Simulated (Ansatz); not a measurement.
PtPb (NiAs type)

```
CELL_PARAMETERS angstrom
      4.32118     0.00000     0.00000
     -2.16059     3.74225     0.00000
      0.00000     0.00000     5.52027
ATOMIC_POSITIONS crystal
  Pt 0.00000 0.00000 0.50000
  Pt 0.00000 0.00000 0.00000
  Pb 0.33333 0.66667 0.25000
  Pb 0.66667 0.33333 0.75000
```

E(V) scan at fixed shape, V₀ the volume above. Symmetry pins the atoms to their sites.

These are r2SCAN (plane waves to 500 eV, PAW, scalar-relativistic; Ansatz, a first-principles code) values and carry that method's errors. k mesh 12×12×9 (Γ-centred), Fermi-Dirac smearing 0.05 eV. The energy includes the smearing's −TS. With the shape held, the modulus is that of even scaling; a crystal free to change shape is softer. PtPb is run without spin polarisation. PtPb was relaxed with its symmetry unable to fall. Spin-orbit coupling is left out, though Pb and Pt are heavy. ΔE is measured from the relaxed starting cell. The last digit holds for this mesh only.

```json
[
 {"V (Å³/atom)": "20.978", "ΔE (meV/atom)": "31.1"},
 {"V (Å³/atom)": "21.201", "ΔE (meV/atom)": "21.1"},
 {"V (Å³/atom)": "21.424", "ΔE (meV/atom)": "13.2"},
 {"V (Å³/atom)": "21.648", "ΔE (meV/atom)": "7.2"},
 {"V (Å³/atom)": "21.871", "ΔE (meV/atom)": "3.1"},
 {"V (Å³/atom)": "22.094", "ΔE (meV/atom)": "0.8"},
 {"V (Å³/atom)": "22.317", "ΔE (meV/atom)": "0.0"},
 {"V (Å³/atom)": "22.540", "ΔE (meV/atom)": "0.7"},
 {"V (Å³/atom)": "22.763", "ΔE (meV/atom)": "2.9"},
 {"V (Å³/atom)": "22.987", "ΔE (meV/atom)": "6.3"},
 {"V (Å³/atom)": "23.210", "ΔE (meV/atom)": "11.0"},
 {"V (Å³/atom)": "23.433", "ΔE (meV/atom)": "16.8"},
 {"V (Å³/atom)": "23.656", "ΔE (meV/atom)": "23.6"}
]
```

Q: What bulk modulus at fixed cell shape B₀ follows from a third-order Birch-Murnaghan fit?

A: 108 GPa.

Q: What is the fitted pressure derivative B₀′?

A: 6.0.

(A scan under strain: stresses follow from slopes of the energy per volume, elastic moduli from its curvatures.)
